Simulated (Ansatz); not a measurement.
Problem. Name crystals whose computed values (r²SCAN in the plane-wave PAW code Ansatz) fall in these windows: HSE06 gap (eV) 1.2 to 1.6; gap (eV) 0.86 to 1.1.

Solution. 

| crystal | HSE06 gap (eV) | gap (eV) |
|---|---|---|
| CdSe2, Pa-3 (Cd on 4a, Se on 8c) | 1.48 | 1.02 |
| Ca6Sb2PN, Fm-3m (Ca on 24e, Sb on 8c, P on 4a, N on 4b) | 1.24 | 0.97 |
| InGaP2, R3m (In on 3a, Ga on 3a, P on 3a, P on 3a) | 1.49 | 1.09 |
| InP, wurtzite | 1.42 | 1.10 |
| GaAs, wurtzite | 1.36 | 0.97 |
Others may fit too.

Typed or built starts, not in the databases checked: Ca6Sb2PN, Fm-3m (Ca on 24e, Sb on 8c, P on 4a, N on 4b). Not the usual ambient phase: InP, wurtzite; GaAs, wurtzite. Standing as an ambient phase not checked: CdSe2, Pa-3 (Cd on 4a, Se on 8c); InGaP2, R3m (In on 3a, Ga on 3a, P on 3a, P on 3a). Perhaps ordered models of mixed-site phases: InGaP2, R3m (In on 3a, Ga on 3a, P on 3a, P on 3a). All cells were relaxed under the symmetry of their starts (and spin orders); stability against distortions was not tested throughout. Scalar-relativistic: spin–orbit coupling is off unless named, which matters more the heavier the elements.

Potentials: the later of the program's two PAW sets.
